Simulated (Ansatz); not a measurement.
LiZn: stiffness from a series of strains

```yaml
crystal:
  lattice:
    - [0.00000, 3.11100, 3.11100]
    - [3.11100, 0.00000, 3.11100]
    - [3.11100, 3.11100, 0.00000]
  atoms:
    - { symbol: Li, position: [0.50000, 0.50000, 0.50000] }
    - { symbol: Li, position: [0.75000, 0.75000, 0.75000] }
    - { symbol: Zn, position: [0.00000, 0.00000, 0.00000] }
    - { symbol: Zn, position: [0.25000, 0.25000, 0.25000] }
```

Atoms are numbered in the order listed.

The cell comes from COD entry 1539532, which wasn't checked; take it as a given geometry. It is an old determination, and later ones may differ.

Level of theory: DFT, LDA, all-electron LAPW, scalar-relativistic in Ansatz 0.2.0.

Numerical set-up: a Γ-centred 9×9×9 k mesh, Fermi–Dirac smearing of 0.08 eV, basis error target 0.5 meV/atom, no spin polarisation.

The strain is applied along the Cartesian axes of the cell as listed (the other components stay zero). Fractional coordinates are held (clamped ions).

σ is the change of stress from the unstrained cell, which is at -5.67 GPa; tension is positive, so slopes are stress–strain coefficients at that pressure. In a metal the k mesh adds noise.

Only quantities that a quadratic follows smoothly over the whole series are listed; rougher ones are left out.

```
    εzz  σzz (GPa)  σxx (GPa)
-0.0200      -0.99      -0.40
 0.0000       0.00       0.00
 0.0100       0.44       0.18
 0.0200       0.85       0.36
```

Problem. Fit the series and read off the stiffness at zero strain.

Solution. Least-squares fits y = p0 + p1 x + p2 x² to the rows give σzz (GPa): p1 = 46, p2 = -170; σxx (GPa): p1 = 19, p2 = -45. So C11 = 46 GPa and C12 = 19 GPa, which gives B = (C11 + 2 C12)/3 = 28 GPa.

Problem. One run, at εzz = -0.0100, is withheld. Predict its row.

Solution. The fits give -0.48, -0.20; the run gave -0.47, -0.20.
